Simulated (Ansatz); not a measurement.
Here is the system:

Te₂Mo:
Space group P6₃/mmc (No. 194); a = 3.5634 Å, b = 3.5634 Å, c = 14.7388 Å, α = 90.00°, β = 90.00°, γ = 120.00°

```csv
atom,site,symmetry,x,y,z
Te,4f,3m.,0.6667,0.3333,0.1286
Mo,2c,-6m2,0.3333,0.6667,0.2500
```

This is the r²SCAN-relaxed structure.

**Question.** All from plane-wave PAW r²SCAN (Ansatz code), unless another level is named. Predict the band gap.

**Answer.** 1.06 eV (indirect).

**Question.** Next, the formation energy from the elements (no fitted shifts)?

**Answer.** -0.31 eV/atom.

**Question.** Give the valence-band maximum.

**Answer.** at Γ.

**Question.** And the conduction-band minimum?

**Answer.** on the K–Γ line, 41 % of the way from K (6 equivalent valleys).

Space group P6_3/mmc. The r²SCAN relaxation kept the symmetry of its start. The run is not spin-polarised. A crystal of weakly bound layers computed without a dispersion correction: the cell and the soft elastic constants depend strongly on that. The references are the lowest solids computed at this level, not always the standard phases. Spin–orbit coupling is left out wherever it is not named.

Potentials: the earlier of the program's two PAW sets.
